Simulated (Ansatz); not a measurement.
## Does relaxation matter for the field gradients of MgO with Gd replacing Mg?

Start: a supercell of MgO (rock salt type, Fm-3m) built from a measured structure from the Crystallography Open Database (COD) (the entry's cell lengths or inner coordinates differ somewhat from later room-temperature determinations), with all atoms left at the host's positions.

Space group Fm-3m (No. 225); a = 12.6510 Å.

| site | Wyckoff | site symmetry | x | y | z |
| --- | --- | --- | --- | --- | --- |
| Gd | 4a | m-3m | 0.0000 | 0.0000 | 0.0000 |
| Mg2 | 48h | m.m2 | 0.1667 | 0.1667 | 0.0000 |
| Mg5 | 32f | .3m | 0.3333 | 0.1667 | 0.1667 |
| Mg15 | 24e | 4m.m | 0.5000 | 0.5000 | 0.3333 |
| O28 | 32f | .3m | 0.1667 | 0.1667 | 0.1667 |
| O30 | 24e | 4m.m | 0.5000 | 0.5000 | 0.1667 |
| O32 | 48i | m.m2 | 0.5000 | 0.3333 | 0.3333 |
| O41 | 4b | m-3m | 0.5000 | 0.5000 | 0.5000 |

One atom of each set is listed; the run and its k-mesh use a cell of 54 atoms with edges of 8.95, 8.95, 8.95 Å.

Level of theory: DFT, PBE, plane waves and PAW, scalar-relativistic, collinear spin, 420 eV cutoff, Γ-centred 3×3×3 k-points, Fermi–Dirac smearing 0.01 eV, cell charge +1 (Ansatz 0.2.0). Start moments as typed (μB): 7 on each Gd, none on the rest.

The largest force at the start is 2.5 eV/Å. Relaxing the ions at fixed cell moves them by 0.105 Å at most (atom 36, O) and 0.048 Å rms.

| site | moved (Å) | first shell before | first shell after | V_zz before (10²¹ V/m²) | η before |
| --- | --- | --- | --- | --- | --- |
| Gd | 0.000 | 6 O at 2.11 Å | 6 O at 2.21 Å | 0.00 | – |
| Mg2 | 0.066 | 6 O at 2.11 Å | 6 O at 2.07–2.16 Å | -0.24 | 0.43 |
| Mg15 | 0.026 | 6 O at 2.11 Å | 6 O at 2.03–2.11 Å | 0.098 | 0.00 |
| O28 | 0.008 | 6 Mg at 2.11 Å | 6 Mg at 2.10–2.12 Å | 0.60 | 0.00 |
| O30 | 0.105 | 5 Mg at 2.11 Å, 1 Gd at 2.11 Å | 5 Mg at 2.03–2.16 Å, 1 Gd at 2.21 Å | -3.24 | 0.00 |
| O32 | 0.004 | 6 Mg at 2.11 Å | 6 Mg at 2.07–2.11 Å | 0.45 | 0.20 |

Problem. How do the gradients change?

Solution. 

```tsv
site	V_zz after	η after	change of V_zz
Gd	0.00	–	0.00
Mg2	0.36	0.06	–
Mg15	-0.54	0.00	-0.64
O28	0.14	0.00	-0.46
O30	-2.66	0.00	+0.58
O32	-0.63	0.31	-1.08
```

The largest change of V_zz along a kept axis is on O32, from 0.45 to -0.63. In per cent, |V_zz| changes by -76 to -18 on O (all sites that start above 0.5). V_zz changes sign on O32 (same axis), Mg15 (same axis). On Mg2 the largest principal value lies along another axis in the second run, so the two V_zz can't be compared directly. Other sites with |V_zz| of 0.02 or less aren't listed.

The defect repeats with the cell of 54 atoms, so it feels its images: sites between two images don't show the values beside a lone defect, and zeros or small values of η there can come from the images' arrangement. A uniform background compensates the cell's charge. Without spin–orbit coupling the gradients at and beside Gd can be off by some per cent, at some sites by more.
Before: The cell keeps the host's lattice, where the PBE pressure is 12 GPa (in a charged cell this depends on the convention for the mean potential). The neighbours have not yet relaxed around the defect (largest force 2.5 eV/Å), so a real crystal will differ.
After: The relaxation keeps the site symmetry m-3m of the start, so the impurity can't leave its site; a start off the site could end lower. The cell keeps the host's lattice, where the PBE pressure is 11 GPa (in a charged cell this depends on the convention for the mean potential).
